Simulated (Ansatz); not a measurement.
## Profile along the Ti–Ti line in Ti (hcp, Mg type)

Ti (hcp, Mg type), conventional cell a = 2.900 Å, b = 2.900 Å, c = 4.590 Å, α = 90.00°, β = 90.00°, γ = 120.00°. The calculation uses the primitive cell of 2 atoms, to which meshes and values per cell refer.

Fields along a shortest Ti–Ti line of a (0001) plane (2.90 Å), from Ti to Ti, interpolated on the slice's grid (step about 0.2 Å). Computed with PBEsol (plane waves to 420 eV, PAW, scalar-relativistic; Ansatz, a first-principles code). k mesh 18×18×10. Inside the PAW spheres the values are not all-electron values, and peaks at nuclei hang on which shells count as valence. The PAW data are Ansatz's earlier set. Ti is run without spin polarisation. Ti was relaxed with its symmetry unable to fall.

| distance from Ti (Å) | valence electron density (e/Å³) | electron localisation function |
|---|---|---|
| 0.00 | 12.22 | x |
| 0.14 | 11.56 | x |
| 0.29 | 9.60 | x |
| 0.44 | 6.69 | x |
| 0.58 | 3.73 | 0.72 |
| 0.72 | 1.67 | 0.56 |
| 0.87 | 0.70 | 0.30 |
| 1.02 | 0.36 | 0.14 |
| 1.16 | 0.24 | 0.13 |
| 1.30 | 0.21 | 0.21 |
| 1.45 | 0.20 | 0.26 |
| 1.59 | 0.21 | 0.21 |
| 1.74 | 0.24 | 0.13 |
| 1.89 | 0.36 | 0.14 |
| 2.03 | 0.70 | 0.30 |
| 2.17 | 1.67 | 0.56 |
| 2.32 | 3.73 | 0.72 |
| 2.47 | 6.69 | x |
| 2.61 | 9.60 | x |
| 2.75 | 11.56 | x |
| 2.90 | 12.22 | x |

x: too close to a nucleus for the ELF to mean much.

Density on the Ti–Ti line (2.90 Å) at its midpoint: 0.20 e/Å³. ELF at that point: 0.26.
